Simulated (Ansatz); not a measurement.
Spin-resolved density of states of TaV (Cmmm)

Geometry: a structure from the Materials Project; nothing is relaxed.

Functional, mesh and filling: PBE, 12×12×8 k mesh, Fermi–Dirac smearing of 0.08 eV. LAPW is all-electron LAPW in Ansatz 0.2.0. Site moments are integrated in spheres about the atoms. DFT+U (Dudarev's form): U = 3.0 eV on Ta d, U = 3.0 eV on V d.

The run was typed so:

```yaml
crystal:
  lattice:
    - [1.6067, -2.307775, 0.0]
    - [1.6067, 2.307775, 0.0]
    - [0.0, 0.0, 4.341361]
  atoms:
    - { symbol: Ta, position: [0.0, 0.0, 0.0] }
    - { symbol: V, position: [0.5, 0.5, 0.5], spin: 2.0 }
magnetization:
  spin_polarized: true
kpoints:
  mp_grid: { grid: [12, 12, 8] }
scf:
  occupations: { method: fermi_dirac, width: 0.08 }
hamiltonian:
  xc: pbe
  pseudopotentials: { kind: all_electron, lapw: { basis_error: 0.001 } }
  hubbard:
    sites: [{ species: Ta, l: d, u_eff: 3 }, { species: V, l: d, u_eff: 3 }]
output:
  forces: true
  stress: true
  eigenvalues: true
  hubbard: { sites: [{ species: Ta, l: d }, { species: V, l: d }] }
  populations: true
  dos: { projected: true, de: 0.1, e_range: [-10, 8] }
```

Command: `ansatz run input.yaml --threads 1 --pin off --max-ram 3072MiB --backend cpu --events-out ev --progress --plain --runs-dir out`

**Question.** Give the density of states by spin, smoothed by a Gaussian of 0.15 eV.

**Answer.** 
```tsv
E − E_F (eV)	majority (states/eV/cell)	minority (states/eV/cell)
-7.00	0.07	0.06
-6.75	0.08	0.08
-6.50	0.09	0.10
-6.25	0.11	0.11
-6.00	0.13	0.12
-5.75	0.15	0.13
-5.50	0.16	0.14
-5.25	0.18	0.15
-5.00	0.22	0.17
-4.75	0.29	0.20
-4.50	0.45	0.27
-4.25	0.65	0.40
-4.00	0.77	0.46
-3.75	0.83	0.53
-3.50	0.92	0.69
-3.25	1.03	0.79
-3.00	1.19	0.90
-2.75	1.37	1.07
-2.50	1.75	0.91
-2.25	1.89	0.67
-2.00	1.92	0.58
-1.75	1.88	0.93
-1.50	1.62	1.35
-1.25	1.03	1.21
-1.00	0.90	1.15
-0.75	0.97	1.19
-0.50	1.07	1.15
-0.25	0.91	0.95
0.00	0.67	0.86
0.25	0.70	0.92
0.50	0.94	0.93
0.75	1.02	0.98
1.00	1.16	1.15
1.25	1.42	1.02
1.50	1.19	0.69
1.75	0.93	0.41
2.00	0.95	0.37
2.25	0.73	0.62
2.50	0.73	1.00
2.75	1.02	1.36
3.00	1.04	1.82
3.25	0.74	1.99
3.50	0.72	1.62
3.75	0.93	1.44
4.00	1.13	1.84
4.25	1.05	1.96
4.50	0.76	1.49
```
Site moments (μB): Ta1 -0.61, V2 2.02. Cell moment 1.52 μB.

Löwdin populations of d and f shells (filled inner shells left out):

| shell | up | down |
| --- | --- | --- |
| Ta1 5d | 1.73 | 2.55 |
| V2 3d | 3.06 | 0.78 |

Spin–orbit coupling is left out although heavy atoms are present. None of this fixes the real material's magnetic order: only patterns that fit the cell were computed, at zero temperature, with a functional that can overstate moments.
